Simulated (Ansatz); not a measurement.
# Relaxing a structure of HfO2

The start is a generated cell, HfO2 placed in the tetragonal-ZrO2 structure type. The cell and all atomic positions are relaxed at zero pressure with PBE (plane waves to 420 eV, PAW, scalar-relativistic; Ansatz, a program for electronic structure). The first steps use a coarse 7×7×5 k-mesh.

Initial structure:
```yaml
crystal:
  lattice:
    - [3.58741, 0.00000, 0.00000]
    - [0.00000, 3.58741, 0.00000]
    - [0.00000, 0.00000, 5.16189]
  atoms:
    - { symbol: Hf, position: [0.00000, 0.00000, 0.00000] }
    - { symbol: Hf, position: [0.50000, 0.50000, 0.50000] }
    - { symbol: O, position: [0.00000, 0.50000, 0.20330] }
    - { symbol: O, position: [0.00000, 0.50000, 0.70330] }
    - { symbol: O, position: [0.50000, 0.00000, 0.29670] }
    - { symbol: O, position: [0.50000, 0.00000, 0.79670] }
```

### Question
What pressure does the first self-consistent step give?

### Answer
+4.4 GPa (positive: the cell is compressed).

### Question
What is the largest force in the starting geometry, and on which atom (counted from 1)?

### Answer
0.06 eV/Å, on O3, O4, O5, O6 (atoms numbered as listed).

### Question
How much energy is released per atom?

### Answer
0.006 eV/atom.

### Question
How do the shortest distances between atoms change?

### Answer
The closest pairs of elements (up to four, under 3.6 Å), start → end: Hf–O 2.08 → 2.07 Å; O–O 2.58 → 2.62 Å; Hf–Hf 3.59 → 3.60 Å.

### Question
Is the relaxed structure metallic? Give its gap.

### Answer
4.67 eV, indirect (valence top at Z, conduction bottom at Γ) (no spin-orbit coupling).

### Question
Give the final cell and atomic positions.

### Answer

```cif
data_Hf2O4
_chemical_formula_sum 'Hf2 O4'
_space_group_name_H-M_alt 'P42/nmc :1'
_space_group_IT_number 137
_space_group_name_Hall 'P 4n 2n -1n'
_cell_length_a 3.60482
_cell_length_b 3.60482
_cell_length_c 5.26476
_cell_angle_alpha 90.000
_cell_angle_beta 90.000
_cell_angle_gamma 90.000
loop_
_space_group_symop_operation_xyz
  'x, y, z'
  '-y+1/2, x+1/2, z+1/2'
  '-x, -y, z'
  'y+1/2, -x+1/2, z+1/2'
  'x+1/2, -y+1/2, -z+1/2'
  '-y, -x, -z'
  '-x+1/2, y+1/2, -z+1/2'
  'y, x, -z'
  '-x+1/2, -y+1/2, -z+1/2'
  'y, -x, -z'
  'x+1/2, y+1/2, -z+1/2'
  '-y, x, -z'
  '-x, y, z'
  'y+1/2, x+1/2, z+1/2'
  'x, -y, z'
  '-y+1/2, -x+1/2, z+1/2'
loop_
_atom_site_label
_atom_site_type_symbol
_atom_site_symmetry_multiplicity
_atom_site_Wyckoff_symbol
_atom_site_fract_x
_atom_site_fract_y
_atom_site_fract_z
_atom_site_occupancy
Hf1 Hf 2 a 0.00000 0.00000 0.00000 1
O1 O 4 d 0.00000 0.50000 0.19324 1
```

The space group stays P4₂/nmc (No. 137) (the run could not lower it), with 6 atoms in the primitive cell. Final values are on a 9×9×6 k-mesh of the relaxed cell. No spin polarisation in the result.

The run could not lose the symmetry of its start.
